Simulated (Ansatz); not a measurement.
HgTe (NiAs type, P6_3/mmc) under volume change, plane-wave PAW PBE (Ansatz code), shape and atoms relaxed at each volume.

```
V (Å³/atom)  E − E(relaxed) (meV/atom)  P (GPa)
-----------  -------------------------  -------
26.789                               …        …
27.672                               …        …
28.555                             3.9     1.47
29.438                             0.0     0.01
30.321                             3.3    -1.18
31.205                            12.6    -2.16
32.088                            26.9    -2.98
```

Task: What belongs in the gaps?

Result: 
- 26.789, E − E(relaxed) (meV/atom): 40.0
- 26.789, P (GPa): 5.31
- 27.672, E − E(relaxed) (meV/atom): 16.7
- 27.672, P (GPa): 3.22

Task: What does a third-order Birch–Murnaghan fit give for V₀, B₀ and B′?

Result: V₀ = 29.45 Å³/atom, B₀ = 43.7 GPa, B′ = 5.3.

A made-up cell: these elements were put on the sites of a structure type; neither database checked (COD, Materials Project) lists it. It is not the phase usual at ambient conditions (space group No. 216). The cell was relaxed with PBE under the symmetry of its start; whether a distortion lowers the energy is not shown. Scalar-relativistic: spin–orbit coupling is off unless named, which matters more the heavier the elements.

Potentials: the later of the program's two PAW sets.
